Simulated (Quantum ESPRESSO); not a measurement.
Al6SnMo, input and log of a self-consistent run

A calculation, not a measurement. The program is pw.x of Quantum ESPRESSO 7.5 (plane-wave density functional theory). The cell is made up: eight metal atoms on a hexagonal close-packed lattice, with elements, volume, strain and displacements drawn at random and not relaxed, so it may be unstable or far from any real phase. PseudoDojo standard norm-conserving files set the functional (PBE unless stated); there is no spin polarisation or spin-orbit coupling, the Fermi-Dirac width of 0.25 eV means electrons at about 2900 K, and the masses in the input are unused placeholders. The tin pseudopotential is less sure than most, with forces differing by about three percent from a second method on plain tin. A spin test at this wide smearing found no moment, but such smearing suppresses magnetism that the real alloy may have.

Input:

```
&control calculation='scf', pseudo_dir='./dojo.nc.sr.pbe.v0_5.standard.upf', outdir='./o', disk_io='minimal', tprnfor=.true., tstress=.true. /
&system ibrav=0, nat=8, ntyp=3, nbnd=32, ecutwfc=79.96652505, nosym=.true., tot_charge=0,
 occupations='smearing', smearing='fd', degauss=0.0183746611
/
&electrons conv_thr=1.470e-08, electron_maxstep=70, mixing_beta=0.5 /
ATOMIC_SPECIES
Al 1.0 Al.upf
Mo 1.0 Mo.upf
Sn 1.0 Sn.upf
CELL_PARAMETERS angstrom
2.8637 0.0 4.4678
2.8637 0.0 -4.4678
-2.8637 4.9601 0.0
ATOMIC_POSITIONS angstrom
Al 0.0279 -0.0252 -0.014
Al -1.5038 2.4191 0.1433
Al 2.8912 1.6781 -2.2656
Sn 1.3926 4.0843 -2.2666
Al 2.8866 0.0167 0.0273
Mo 1.3135 2.5312 0.1075
Al 2.9361 1.602 2.2595
Al 1.2833 4.3131 2.2752
K_POINTS automatic
6 6 6 1 1 1
```

The log is shortened where brackets say so; the opening notice, blank lines, dates and the lines on written files are dropped, and the path of the files is cut. It prints rydbergs, bohrs and kilobars, and counts compression as positive stress. Its total energy is the free energy E - TS of the whole cell.

```
     Program PWSCF v.7.5
     Parallel version (MPI & OpenMP), running on       4 processor cores
     Number of MPI processes:                 4
     Threads/MPI process:                     1
     [start-up lines left out]
     bravais-lattice index     =            0
     lattice parameter (alat)  =      10.0284  a.u.
     unit-cell volume          =     856.5215 (a.u.)^3
     number of atoms/cell      =            8
     number of atomic types    =            3
     number of electrons       =        46.00
     number of Kohn-Sham states=           32
     kinetic-energy cutoff     =      79.9665  Ry
     charge density cutoff     =     319.8661  Ry
     scf convergence threshold =      1.5E-08
     mixing beta               =       0.5000
     number of iterations used =            8  plain     mixing
     Exchange-correlation= PBE
                           (   1   4   3   4   0   0   0)
     [axes and pseudopotential details left out]
   Cartesian axes
     site n.     atom                  positions (alat units)
         1        Al     tau(   1) = (   0.0052574  -0.0047486  -0.0026381  )
         2        Al     tau(   2) = (  -0.2833728   0.4558500   0.0270031  )
         3        Al     tau(   3) = (   0.5448115   0.3162176  -0.4269248  )
         4        Sn     tau(   4) = (   0.2624186   0.7696367  -0.4271132  )
         5        Al     tau(   5) = (   0.5439447   0.0031469   0.0051444  )
         6        Mo     tau(   6) = (   0.2475131   0.4769739   0.0202571  )
         7        Al     tau(   7) = (   0.5532724   0.3018774   0.4257753  )
         8        Al     tau(   8) = (   0.2418223   0.8127513   0.4287338  )
     number of k points=   108  Fermi-Dirac smearing, width (Ry)=  0.0184
     Number of k-points >= 100: set verbosity='high' to print them.
     Dense  grid:    82711 G-vectors     FFT dimensions: (  60,  60,  64)
     Estimated max dynamical RAM per process >     244.16 MB
     Estimated total dynamical RAM >     916.06 MB
     Initial potential from superposition of free atoms
     starting charge      45.9823, renormalised to      46.0000
     Starting wfcs are   43 randomized atomic wfcs
     total cpu time spent up to now is        3.9 secs
     per-process dynamical memory:   207.5 Mb
     Self-consistent Calculation
     iteration #  1     ecut=    79.97 Ry     beta= 0.50
     Davidson diagonalization with overlap
     ethr =  1.00E-02,  avg # of iterations =  3.9
     Threshold (ethr) on eigenvalues was too large:
     Diagonalizing with lowered threshold
     Davidson diagonalization with overlap
     ethr =  6.99E-04,  avg # of iterations =  2.5
     total cpu time spent up to now is       16.8 secs
     total energy              =    -325.79071412 Ry
     estimated scf accuracy    <       0.35246677 Ry
     iteration #  2     ecut=    79.97 Ry     beta= 0.50
     Davidson diagonalization with overlap
     ethr =  7.66E-04,  avg # of iterations =  3.0
     total cpu time spent up to now is       23.8 secs
     total energy              =    -325.68726083 Ry
     estimated scf accuracy    <       1.98944156 Ry
     iteration #  3     ecut=    79.97 Ry     beta= 0.50
     Davidson diagonalization with overlap
     ethr =  7.66E-04,  avg # of iterations =  2.1
     total cpu time spent up to now is       30.1 secs
     total energy              =    -325.92094328 Ry
     estimated scf accuracy    <       0.04414894 Ry
     iteration #  4     ecut=    79.97 Ry     beta= 0.50
     Davidson diagonalization with overlap
     ethr =  9.60E-05,  avg # of iterations =  3.8
     total cpu time spent up to now is       36.9 secs
     total energy              =    -325.92456169 Ry
     estimated scf accuracy    <       0.00331748 Ry
     iteration #  5     ecut=    79.97 Ry     beta= 0.50
     Davidson diagonalization with overlap
     ethr =  7.21E-06,  avg # of iterations =  8.2
     total cpu time spent up to now is       45.4 secs
     total energy              =    -325.92507382 Ry
     estimated scf accuracy    <       0.00013055 Ry
     iteration #  6     ecut=    79.97 Ry     beta= 0.50
     Davidson diagonalization with overlap
     ethr =  2.84E-07,  avg # of iterations =  4.2
     total cpu time spent up to now is       52.4 secs
     total energy              =    -325.92510467 Ry
     estimated scf accuracy    <       0.00002167 Ry
     iteration #  7     ecut=    79.97 Ry     beta= 0.50
     Davidson diagonalization with overlap
     ethr =  4.71E-08,  avg # of iterations =  2.1
     total cpu time spent up to now is       58.7 secs
     total energy              =    -325.92510827 Ry
     estimated scf accuracy    <       0.00000203 Ry
     iteration #  8     ecut=    79.97 Ry     beta= 0.50
     Davidson diagonalization with overlap
     ethr =  4.42E-09,  avg # of iterations =  2.9
     total cpu time spent up to now is       65.0 secs
     total energy              =    -325.92510874 Ry
     estimated scf accuracy    <       0.00000010 Ry
     iteration #  9     ecut=    79.97 Ry     beta= 0.50
     Davidson diagonalization with overlap
     ethr =  2.17E-10,  avg # of iterations =  4.2
     total cpu time spent up to now is       72.4 secs
     total energy              =    -325.92510877 Ry
     estimated scf accuracy    <       0.00000003 Ry
     iteration # 10     ecut=    79.97 Ry     beta= 0.50
     Davidson diagonalization with overlap
     ethr =  6.25E-11,  avg # of iterations =  2.0
     total cpu time spent up to now is       78.2 secs
     End of self-consistent calculation
     [lines on levels left out]
!    total energy              =    -325.92510878 Ry
     estimated scf accuracy    <          3.9E-09 Ry
     smearing contrib. (-TS)   =      -0.04801745 Ry
     internal energy E=F+TS    =    -325.87709133 Ry
     The total energy is F=E-TS. E is the sum of the following terms:
     one-electron contribution =    -123.99796665 Ry
     hartree contribution      =      87.03056227 Ry
     xc contribution           =     -78.21841528 Ry
     ewald contribution        =    -210.69127166 Ry
     convergence has been achieved in  10 iterations
     Forces acting on atoms (cartesian axes, Ry/au):
     atom    1 type  1   force =    -0.00564897    0.00906781    0.01218527
     atom    2 type  1   force =     0.00844019    0.00070172   -0.06951488
     atom    3 type  1   force =     0.00343596   -0.01242824    0.03493296
     atom    4 type  3   force =    -0.02615636    0.02144402    0.04998570
     atom    5 type  1   force =    -0.01983655    0.00599675   -0.02313019
     atom    6 type  2   force =     0.02795667   -0.00912502   -0.00414145
     atom    7 type  1   force =    -0.03905894    0.02575435    0.01722273
     atom    8 type  1   force =     0.05086798   -0.04141138   -0.01754014
     Total force =     0.138340     Total SCF correction =     0.000116
     Computing stress (Cartesian axis) and pressure
          total   stress  (Ry/bohr**3)                   (kbar)     P=       93.61
   0.00040684  -0.00004225  -0.00003611           59.85       -6.21       -5.31
  -0.00004225   0.00054034  -0.00000766           -6.21       79.49       -1.13
  -0.00003611  -0.00000766   0.00096193           -5.31       -1.13      141.50
     init_run     :      3.68s CPU      3.83s WALL (       1 calls)
     electrons    :     73.92s CPU     74.32s WALL (       1 calls)
     forces       :      1.19s CPU      1.20s WALL (       1 calls)
     stress       :      4.14s CPU      4.14s WALL (       1 calls)
     [timing details left out]
     PWSCF        :   1m22.99s CPU   1m23.57s WALL
     JOB DONE.
```

In other units: free energy -4434.437 eV for the cell, pressure 9.36 GPa, largest force component 1.787 eV/Å in size. The run took 85 s of wall time with four MPI processes on a shared machine (AMD EPYC, Zen 5, virtual cores), so the time is rough. A rerun of this cell at a higher cutoff and on a denser mesh moved values by no more than 0.002 eV in energy, 0.18 GPa in stress and 0.011 eV/Å in force, and a second program with other atomic files agreed on that cell to 2 % rms in force and 0.5 GPa in pressure.